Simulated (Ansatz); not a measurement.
Nb₄AlC₃:
```
CELL_PARAMETERS angstrom
      3.14219     0.00000     0.00000
     -1.57110     2.72122     0.00000
      0.00000     0.00000    24.27742
ATOMIC_POSITIONS crystal
  Al 0.33333 0.66667 0.25000
  Al 0.66667 0.33333 0.75000
  Nb 0.00000 0.00000 0.84301
  Nb 0.00000 0.00000 0.15699
  Nb 0.00000 0.00000 0.34301
  Nb 0.00000 0.00000 0.65699
  Nb 0.66667 0.33333 0.94484
  Nb 0.33333 0.66667 0.05516
  Nb 0.33333 0.66667 0.44484
  Nb 0.66667 0.33333 0.55516
  C  0.33333 0.66667 0.89168
  C  0.66667 0.33333 0.10832
  C  0.66667 0.33333 0.39168
  C  0.33333 0.66667 0.60832
  C  0.00000 0.00000 0.50000
  C  0.00000 0.00000 0.00000
```

Relaxed with r²SCAN.

**Question.** Give the Bader charges and basin volumes of the independent atoms, r²SCAN (plane waves, PAW; program Ansatz).

**Answer.** 

```tsv
atom	Bader charge (e)	Bader volume (Å³)
Al1	-0.28	18.6
Nb3	+1.07	14.7
Nb7	+1.81	10.8
C11	-1.85	11.1
C15	-1.80	11.7
```

Space group P6_3/mmc. The workflow started from a Materials Project entry (that database holds measured and hypothetical structures alike); the Crystallography Open Database copy checked does not list it. Its standing as an ambient phase is unchecked. Symmetry was held in the r²SCAN relaxation; whether a distortion lowers the energy is not shown. The run is not spin-polarised.

Potentials: the later of the program's two PAW sets.
